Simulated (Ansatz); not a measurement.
Relaxed candidate structures of CsBr:

A. F-43m (No. 216), cF8, zinc blende type; a = b = c = 8.1648 Å, α = β = γ = 90.00°; Br 4c (0.250, 0.250, 0.250); Cs 4a (0.000, 0.000, 0.000)

B. Pm-3m (No. 221), cP2, CsCl type; a = b = c = 4.3235 Å, α = β = γ = 90.00°; Cs 1a (0.000, 0.000, 0.000); Br 1b (0.500, 0.500, 0.500)

**Question.** Order them by energy per atom (lowest first) at the level r2SCAN (plane waves to 500 eV, PAW, scalar-relativistic; Ansatz, an electronic-structure program).

**Answer.** B (reference, the lowest of the structures calculated here), A (+135 meV/atom)

**Question.** Give each candidate's band gap.

**Answer.** No candidate is metallic. A: 4.56 eV (no spin-orbit coupling); B: 5.19 eV (no spin-orbit coupling).

Each run could gain symmetry but not lose that of its start, so entries can be saddle points. From databases, or of a type measured for this composition: Pm-3m, cP2, CsCl type; the others are generated cells (placed on structure types, drawn at random, substituted or restacked) that were not matched to a known phase here. Energies are at zero temperature and pressure, without zero-point motion. The runs use different k-meshes, so differences are rounded accordingly. No spin polarisation in the result.
